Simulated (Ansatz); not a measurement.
Consider the following.

MoW:
```yaml
crystal:
  lattice:
    - [3.17221, 0.00000, 0.00000]
    - [0.00000, 3.17221, 0.00000]
    - [0.00000, 0.00000, 3.17221]
  atoms:
    - { symbol: Mo, position: [0.00000, 0.00000, 0.00000] }
    - { symbol: W, position: [0.50000, 0.50000, 0.50000] }
```

This is the PBE-relaxed structure.

Question: All from the program Ansatz at the PBE level (PAW), unless another level is named. Estimate the formation energy from the elements (no fitted shifts).

Answer: -0.013 eV/atom.

Question: Predict the density of states at the Fermi level.

Answer: 0.51 states/eV per atom (mean over ±0.08 eV).

Space group Pm-3m (CsCl type). The start of the workflow was typed in or built on a structure type; neither database checked (COD, Materials Project) lists it. Whether it is the stable phase at ambient conditions was not checked. Symmetry was held in the PBE relaxation; its stability against distortions is not shown here. No spin polarisation was allowed. The references are the lowest solids computed at this level, not always the standard phases. Scalar-relativistic: spin–orbit coupling is off unless named, which matters more the heavier the elements.

Potentials: the later of the program's two PAW sets.
